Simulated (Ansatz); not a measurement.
The calculation used DFT PBE, scalar-relativistic, plane waves, PAW in Ansatz 0.2.0. Settings: cutoff 420 eV, Γ-centred meshes spaced at most about 0.3 Å⁻¹, and about 0.25 Å⁻¹ or finer for metals (2π included), Gaussian smearing. No spin polarisation in the final relaxations.

All energies are static (0 K, no zero-point motion).

Two forms of Nb2Si2O were relaxed alike.

A.

```yaml
crystal:
  lattice:
    - [-2.55758, 2.55758, 3.13643]
    - [2.55758, -2.55758, 3.13643]
    - [2.55758, 2.55758, -3.13643]
  atoms:
    - { symbol: Nb, position: [0.75000, 0.25000, 0.50000] }
    - { symbol: Nb, position: [0.25000, 0.75000, 0.50000] }
    - { symbol: Si, position: [0.28349, 0.28349, 0.00000] }
    - { symbol: Si, position: [0.71651, 0.71651, 0.00000] }
    - { symbol: O, position: [0.00000, 0.00000, 0.00000] }
```

B.

```yaml
crystal:
  lattice:
    - [4.62942, 0.00000, 0.00000]
    - [0.00000, 4.62942, 0.00000]
    - [0.00000, 0.00000, 4.49891]
  atoms:
    - { symbol: Nb, position: [0.00000, 0.50000, 0.50000] }
    - { symbol: Nb, position: [0.50000, 0.00000, 0.50000] }
    - { symbol: Si, position: [0.00000, 0.00000, 0.00000] }
    - { symbol: Si, position: [0.00000, 0.00000, 0.50000] }
    - { symbol: O, position: [0.50000, 0.50000, 0.50000] }
```

Problem. Which form is favoured at zero pressure, and by what margin per atom?

Solution. A is lower, by 213 meV/atom. A has space group I4/mmm (No. 139), 16.4 Å³/atom and no gap on its mesh; B has space group P4/mmm (No. 123), 19.3 Å³/atom and no gap. Counting Nb or Si atoms around O (for each partner element, those within 1.25 times its shortest distance or 1.15 times the sum of covalent radii, where it is the nearest in units of that sum or under 1.3), A has O 2 and B has O 4. B holds Si–Si chains (shortest 2.25 Å); in A the shortest Si–Si distance is 2.72 Å, near bonding range too. The denser one is the lower, and pressure would at first widen the difference. In A, around Nb lie 4 Si at 2.57 Å; around Si lie 1 O at 1.78 Å and 4 Nb at 2.57 Å; around O lie 2 Si at 1.78 Å. In B, Nb is surrounded by 2 O at 2.31 Å and 2 Si at 2.31 Å; Si on its first site has 2 Si at 2.25 Å; around O lie 4 Nb at 2.31 Å; 1 more site not described. Both come from invented guesses. A third cell relaxed alike, in C2/m, lies 0.57 eV/atom below the lower of the two.

A magnetic state wasn't ruled out in cells without spin, among them P4/mmm. Cells relaxed within their symmetry can be saddle points.
